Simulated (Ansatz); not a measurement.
AlNi: from a starting cell to a relaxed one

The start is a generated cell, AlNi placed in the AFLOW prototype AB_oP4_59_a_b (as in CuTe). The cell and all atomic positions are relaxed at zero pressure with PBE (plane waves to 420 eV, PAW, scalar-relativistic; Ansatz, an electronic-structure program). The first steps use a coarse 12×10×6 k-mesh.

The start:
```yaml
crystal:
  lattice:
    - [2.58961, 0.00000, 0.00000]
    - [0.00000, 3.36238, 0.00000]
    - [0.00000, 0.00000, 5.71358]
  atoms:
    - { symbol: Al, position: [0.00000, 0.00000, 0.05100] }
    - { symbol: Al, position: [0.50000, 0.50000, 0.94900] }
    - { symbol: Ni, position: [0.00000, 0.50000, 0.27700] }
    - { symbol: Ni, position: [0.50000, 0.00000, 0.72300] }
```
Spin-polarised start, with parallel moments on Ni.

- Initial pressure = +56.9 GPa (positive: the cell is compressed)
- Outcome = The space group stays Pmmn (No. 59) (the run could not lower it), with 4 atoms in the primitive cell
- Energy released = 1.57 eV/atom
- Volume change = +1.0 %, from 12.44 to 12.56 Å³/atom
- Shortest distances (start → end) = The closest pairs of elements (up to four, under 3.6 Å), start → end: Al–Ni 2.12 → 2.48 Å; Al–Al 2.20 → 2.70 Å; Ni–Ni 2.59 → 2.70 Å
- Band gap at the end = zero (metallic)
- Moments at the end = zero (the starting moments vanished)
- Optimiser moves = 19

Final values are on a 17×11×11 k-mesh of the relaxed cell. No spin polarisation in the result: the starting moments vanished. A magnetic state may lie lower.

The run could not lose the symmetry of its start: the end is stationary, and may be a saddle point rather than a minimum.

The relaxed structure here is a generated cell of AlNi: the first start was made by placing the elements on the sites of a structure type, and the end was not matched to a known phase here, so it may be hypothetical. Known forms of AlNi include space group No. 221.
